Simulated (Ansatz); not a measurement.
A generated cell, in the space group of a known form (sites not compared), of HfB2: P6/mmm (No. 191), hP3; a = b = 3.1365 Å, c = 3.4792 Å, α = β = 90.00°, γ = 120.00°; Hf 1a (0.000, 0.000, 0.000); B 2d (0.333, 0.667, 0.500). The numbers are results of r2SCAN (plane waves to 500 eV, PAW, scalar-relativistic; Ansatz, an electronic-structure program), not measurements. Element references, the lowest calculated here: Hf (P6₃/mmc), B (R-3m).

Give the formation energy of this P6/mmm form of HfB2 from the elements at the level r2SCAN.

-1.07 eV/atom.

A lower structure of this composition may exist.

Static energies, no anion corrections, no zero-point energy. Values are rounded to 0.01 eV/atom. Not shown to be the ambient phase of their composition (a lower form may be missing, and a cell relaxed within its start's symmetry can be a saddle point): HfB2 (P6/mmm). Spin-orbit coupling is missing from these energies, which matters for elements this heavy. The compounds carry no spin polarisation.
